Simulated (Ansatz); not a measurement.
SnPt (NiAs type, P6_3/mmc) under volume change, the program Ansatz at the LDA level (PAW), shape and atoms relaxed at each volume.

```csv
V (Å³/atom),E − E(relaxed) (meV/atom),P (GPa)
17.834,93.8,18.77
18.421,39.0,11.33
19.009,9.1,5.14
19.597,0.0,0.00
20.185,8.1,-4.26
20.773,30.3,-7.77
21.361,64.3,-10.63
```

Task: What does a third-order Birch–Murnaghan fit give for V₀, B₀ and B′?

Result: V₀ = 19.60 Å³/atom, B₀ = 155 GPa, B′ = 5.3.

The workflow started from a Materials Project entry (that database holds measured and hypothetical structures alike); the Crystallography Open Database files this formula in space group No. 194, but the cells were not matched. Whether it is the stable phase at ambient conditions was not checked. Symmetry was held in the LDA relaxation; its stability against distortions is not shown here. No spin polarisation was allowed. Scalar-relativistic: spin–orbit coupling is off unless named, which matters more the heavier the elements.

Potentials: the later of the program's two PAW sets.
